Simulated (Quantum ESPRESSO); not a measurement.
## Band energies of Rb₂ScAgCl₆

```xyz
10
Lattice="0.0000 5.2400 5.2400 5.2400 0.0000 5.2400 5.2400 5.2400 0.0000" Properties=species:S:1:pos:R:3 pbc="T T T"
Cl     2.5005     5.2400     5.2400
Cl     7.9795     5.2400     5.2400
Cl     5.2400     2.5005     5.2400
Cl     5.2400     7.9795     5.2400
Cl     5.2400     5.2400     2.5005
Cl     5.2400     5.2400     7.9795
Sc     0.0000     0.0000     0.0000
Rb     7.8600     7.8600     7.8600
Rb     2.6200     2.6200     2.6200
Ag     5.2400     5.2400     5.2400
```

PBEsol (Quantum ESPRESSO, PseudoDojo norm-conserving, 82 Ry, scalar-relativistic); path ΓXWKΓLUWLK,UX; energies in eV from the valence-band maximum.

```
k (1/Å)  point  band 41  band 42  band 43  band 44  band 45  band 46  band 47  band 48
-------  -----  -------  -------  -------  -------  -------  -------  -------  -------
0.00         Γ    -0.70    -0.70    -0.70    -0.47    -0.47     3.26     3.26     3.26
0.20              -0.80    -0.80    -0.71    -0.47    -0.25     3.26     3.30     3.30
0.40              -0.75    -0.75    -0.71    -0.47    -0.38     3.26     3.41     3.41
0.60         X    -0.72    -0.70    -0.70    -0.66    -0.47     3.24     3.26     3.48
0.60         W    -0.80    -0.80    -0.70    -0.61    -0.18     3.35     3.35     3.48
0.81         K    -0.83    -0.73    -0.73    -0.51    -0.22     3.28     3.42     3.45
1.02              -0.99    -0.80    -0.79    -0.38    -0.01     3.30     3.32     3.37
1.24              -0.84    -0.79    -0.75    -0.39    -0.19     3.27     3.29     3.29
1.45         Γ    -0.70    -0.70    -0.70    -0.47    -0.47     3.26     3.26     3.26
1.62              -0.78    -0.78    -0.75    -0.31    -0.31     3.26     3.28     3.28
1.79              -0.94    -0.94    -0.85    -0.09    -0.09     3.25     3.32     3.32
1.97         L    -0.99    -0.99    -0.93     0.00     0.00     3.24     3.34     3.34
2.15              -0.93    -0.83    -0.80    -0.22    -0.07     3.28     3.35     3.38
2.33         U    -0.83    -0.73    -0.73    -0.51    -0.22     3.28     3.42     3.45
2.33         W    -0.80    -0.80    -0.70    -0.61    -0.18     3.35     3.35     3.48
2.48              -0.84    -0.83    -0.73    -0.43    -0.13     3.32     3.34     3.44
2.62              -0.91    -0.90    -0.83    -0.14    -0.04     3.27     3.34     3.37
2.76         L    -0.99    -0.99    -0.93     0.00     0.00     3.24     3.34     3.34
2.88              -0.96    -0.89    -0.85    -0.11    -0.03     3.27     3.34     3.36
3.00              -0.90    -0.78    -0.77    -0.34    -0.11     3.29     3.37     3.41
3.12         K    -0.83    -0.73    -0.73    -0.51    -0.22     3.28     3.42     3.45
3.12         U    -0.83    -0.73    -0.73    -0.51    -0.22     3.28     3.42     3.45
3.34         X    -0.72    -0.70    -0.70    -0.66    -0.47     3.24     3.26     3.48
```

The PBEsol gap is 3.24 eV and nearly direct: the edges lie at L and X, the smallest direct gap within 0.02 eV of it. Another valence and conduction extremum on the path lies within 0.02 eV, too close to call.

Spin-orbit splittings are left out.

Geometry of the Materials Project entry, not relaxed at this level.

The structure is a Materials Project entry; no match was found in the copy of COD used, and its stability was not checked.
